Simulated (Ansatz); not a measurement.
Consider the following.

ReS2:
```xyz
6
Lattice="3.3134 0.0000 0.0000 -1.6567 2.8695 0.0000 0.0000 0.0000 13.9380" Properties=species:S:1:pos:R:3 pbc="T T T"
Re     0.0000     1.9130     3.4845
Re     1.6567     0.9565    10.4535
S      0.0000     1.9130     9.0111
S      1.6567     0.9565     2.0421
S      1.6567     0.9565     4.9269
S      0.0000     1.9130    11.8960
```

This is the PBE-relaxed structure.

Q: All from plane-wave PAW PBE (Ansatz code), unless another level is named. Estimate the electronic character.

A: metallic (no gap).

Q: Give the density of states at the Fermi level.

A: 0.88 states/eV per atom (mean over ±0.08 eV).

Q: And the formation energy from the elements (no fitted shifts)?

A: -0.27 eV/atom.

Space group P6_3/mmc. A made-up cell: these elements were put on the sites of a structure type; neither database checked (COD, Materials Project) lists it. Whether it is the stable phase at ambient conditions was not checked. The PBE relaxation kept the symmetry of its start; its stability against distortions is not shown here. The run is not spin-polarised. A crystal of weakly bound layers computed without a dispersion correction: the cell and the soft elastic constants depend strongly on that. The references are the lowest solids computed at this level, not always the standard phases. Scalar-relativistic: spin–orbit coupling is off unless named, which matters more the heavier the elements.

Potentials: the later of the program's two PAW sets.
